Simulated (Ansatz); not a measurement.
K2NaCl3: from a migration barrier to a jump rate

Computed with Ansatz 0.2.0, DFT PBEsol, scalar-relativistic, plane waves, PAW. Settings: plane waves to 420 eV, k-mesh 3×3×2 (Γ-centred), Gaussian smearing 0.05 eV. No spin polarisation.

In a supercell of 24 sites an atom of K jumps into a neighbouring K vacancy, a = 4.25 Å from site to site in the perfect crystal, with a cell charge of -1 (uniform background, no finite-size correction). The half-way point, relaxed in its symmetry, lies 0.672 eV above the relaxed vacancy. Take it as the barrier; the order of the saddle wasn't checked, and the cell is small.

Task: With an assumed attempt frequency of 10¹³ s⁻¹, how often does the jump happen, and how fast does the vacancy diffuse?

Result: Transition-state theory gives Γ = ν exp(−E/k_BT), and one such jump direction contributes Γa²/6 to the vacancy's diffusion coefficient averaged over directions:

| T (K) | E/k_BT | Γ (1/s) | Γa²/6 (cm²/s) |
| --- | --- | --- | --- |
| 300 | 26.0 | 5.2 × 10^1 | 1.6 × 10^-14 |
| 600 | 13.0 | 2.3 × 10^7 | 6.9 × 10^-9 |
| 1000 | 7.8 | 4.1 × 10^9 | 1.2 × 10^-6 |
| 1500 | 5.2 | 5.5 × 10^10 | 1.7 × 10^-5 |

The rate reaches one jump a second at T = E/(k_B ln 10¹³) = 260 K. The number of equivalent jumps multiplies D if they link up through the crystal; a hop between two sites alone gives no long-range diffusion, which then waits on a higher barrier. In either case the atoms' own diffusion carries the vacancy concentration and a correlation factor besides. Rows above the melting point are formal, and so are rows where E/k_BT falls under about 3, since the theory needs rare jumps.

Task: How much does an error of 0.1 eV in the barrier matter?

Result: It multiplies the rate by exp(0.1 eV/k_BT): 48 at 300 K and 3.2 at 1000 K, more than the usual doubt about ν at low temperature.

Cost: 2 runs of about 20 core-minutes in all, on Arm Neoverse V1 (shared hosts).